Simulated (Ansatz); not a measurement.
KF:
```yaml
crystal:
  lattice:
    - [3.17935, 0.00000, 0.00000]
    - [0.00000, 3.17935, 0.00000]
    - [0.00000, 0.00000, 3.17935]
  atoms:
    - { symbol: K, position: [0.00000, 0.00000, 0.00000] }
    - { symbol: F, position: [0.50000, 0.50000, 0.50000] }
```

Cartesian axes are those of the cell as given.

Give the high-frequency dielectric tensor and the Born effective charge tensors of the independent atoms from DFPT, DFT-r²SCAN in the program Ansatz with PAW potentials.


ε∞:
```
2.11  0.00  0.00
0.00  2.11  0.00
0.00  0.00  2.11
```
Z* of atom 1 (K), rows: field, columns: displacement, in e:
```
1.17  0.00  0.00
0.00  1.17  0.00
0.00  0.00  1.17
```
Z* of atom 2 (F), rows: field, columns: displacement, in e:
```
-1.17   0.00   0.00
 0.00  -1.17   0.00
 0.00   0.00  -1.17
```

Static charges for comparison (Bader): K1 +0.87, F2 -0.87 e. Born charges measure polarisation by displacement and can exceed these by far.

Space group Pm-3m (CsCl type). The first step of the workflow began from a Materials Project structure, measured or hypothetical; the Crystallography Open Database copy checked does not list it. It is not the phase usual at ambient conditions (space group No. 225). The r²SCAN relaxation kept the symmetry of its start; whether a distortion lowers the energy is not shown.

Potentials: the later of the program's two PAW sets.
